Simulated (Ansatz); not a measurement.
FeSi:
```cif
data_Fe4Si4
_chemical_formula_sum 'Fe4 Si4'
_space_group_name_H-M_alt 'P 1'
_space_group_IT_number 1
_cell_length_a 4.40333
_cell_length_b 4.40333
_cell_length_c 4.40333
_cell_angle_alpha 90.000
_cell_angle_beta 90.000
_cell_angle_gamma 90.000
loop_
_space_group_symop_operation_xyz
  'x, y, z'
loop_
_atom_site_label
_atom_site_type_symbol
_atom_site_fract_x
_atom_site_fract_y
_atom_site_fract_z
_atom_site_occupancy
Fe1 Fe 0.13688 0.13688 0.13688 1
Fe2 Fe 0.36312 0.86312 0.63688 1
Fe3 Fe 0.63688 0.36312 0.86312 1
Fe4 Fe 0.86312 0.63688 0.36312 1
Si1 Si 0.84101 0.84101 0.84101 1
Si2 Si 0.65899 0.15899 0.34101 1
Si3 Si 0.34101 0.65899 0.15899 1
Si4 Si 0.15899 0.34101 0.65899 1
```

Relaxed with PBEsol.

Which orbitals make up the states near the band edges in PBEsol (plane waves, PAW; program Ansatz)?

Top 1 eV of the valence band: Fe 3d 92 %. Bottom 1 eV of the conduction band: Fe 3d 87 %, Si 3p 9 %. Projections are on Löwdin-orthogonalised atomic valence shells; empty p or d shells of many metals are not among them.

Tabulate the density of states.

States/eV per cell of 8 atoms, in 0.25 eV bins, energy from the valence-band maximum.

| E (eV) | total | Fe 3d | Si 3p | Si 3s |
|---|---|---|---|---|
| -7.85 | 1.34 | 0.29 | 0.39 | 0.59 |
| -7.60 | 1.18 | 0.28 | 0.31 | 0.52 |
| -7.35 | 1.25 | 0.32 | 0.30 | 0.54 |
| -7.10 | 1.87 | 0.48 | 0.51 | 0.71 |
| -6.85 | 1.79 | 0.38 | 0.76 | 0.42 |
| -6.60 | 1.22 | 0.22 | 0.72 | 0.11 |
| -6.35 | 1.56 | 0.34 | 0.90 | 0.14 |
| -6.10 | 2.82 | 0.76 | 1.60 | 0.21 |
| -5.85 | 2.94 | 0.83 | 1.59 | 0.23 |
| -5.60 | 2.61 | 0.81 | 1.32 | 0.22 |
| -5.35 | 3.25 | 1.07 | 1.62 | 0.25 |
| -5.10 | 1.70 | 0.51 | 0.89 | 0.10 |
| -4.85 | 3.17 | 1.09 | 1.61 | 0.21 |
| -4.60 | 4.55 | 1.75 | 2.15 | 0.31 |
| -4.35 | 4.18 | 1.84 | 1.78 | 0.27 |
| -4.10 | 2.77 | 1.32 | 1.13 | 0.16 |
| -3.85 | 4.76 | 2.50 | 1.81 | 0.24 |
| -3.60 | 5.16 | 3.00 | 1.73 | 0.20 |
| -3.35 | 6.20 | 3.97 | 1.82 | 0.15 |
| -3.10 | 5.86 | 4.12 | 1.30 | 0.17 |
| -2.85 | 8.57 | 6.17 | 1.67 | 0.27 |
| -2.60 | 12.74 | 9.76 | 1.91 | 0.21 |
| -2.35 | 12.92 | 9.75 | 2.17 | 0.20 |
| -2.10 | 9.28 | 7.29 | 1.40 | 0.11 |
| -1.85 | 6.98 | 5.66 | 0.88 | 0.09 |
| -1.60 | 6.53 | 5.34 | 0.83 | 0.07 |
| -1.35 | 5.99 | 5.38 | 0.41 | 0.03 |
| -1.10 | 7.80 | 7.18 | 0.33 | 0.05 |
| -0.85 | 9.02 | 8.30 | 0.39 | 0.07 |
| -0.60 | 8.95 | 8.37 | 0.32 | 0.05 |
| -0.35 | 9.34 | 8.57 | 0.40 | 0.10 |
| -0.10 | 7.87 | 7.00 | 0.51 | 0.10 |
| 0.15 | 5.00 | 4.60 | 0.25 | 0.05 |
| 0.40 | 9.23 | 7.99 | 0.92 | 0.13 |
| 0.65 | 1.89 | 1.54 | 0.25 | 0.04 |
| 0.90 | 0.71 | 0.56 | 0.10 | 0.03 |
| 1.15 | 1.87 | 1.38 | 0.35 | 0.08 |
| 1.40 | 4.48 | 2.98 | 1.08 | 0.23 |
| 1.65 | 3.02 | 1.84 | 0.86 | 0.17 |
| 1.90 | 1.97 | 1.12 | 0.59 | 0.14 |
| 2.15 | 1.87 | 1.02 | 0.53 | 0.21 |
| 2.40 | 2.56 | 1.38 | 0.56 | 0.51 |
| 2.65 | 3.91 | 1.85 | 1.04 | 0.77 |
| 2.90 | 4.32 | 1.79 | 1.23 | 0.91 |
| 3.15 | 3.88 | 1.45 | 1.25 | 0.75 |
| 3.40 | 3.54 | 1.19 | 1.20 | 0.72 |
| 3.65 | 3.93 | 1.18 | 1.41 | 0.63 |
| 3.90 | 5.30 | 1.42 | 2.00 | 0.78 |
| 4.15 | 2.68 | 0.63 | 1.06 | 0.40 |
| 4.40 | 3.46 | 0.71 | 1.35 | 0.49 |
| 4.65 | 4.38 | 0.84 | 1.73 | 0.58 |
| 4.90 | 4.51 | 0.77 | 1.86 | 0.56 |

Space group P2_13. The PBEsol relaxation kept the symmetry of its start. The workflow began spin-polarised and lost its moments.

Potentials: the later of the program's two PAW sets.
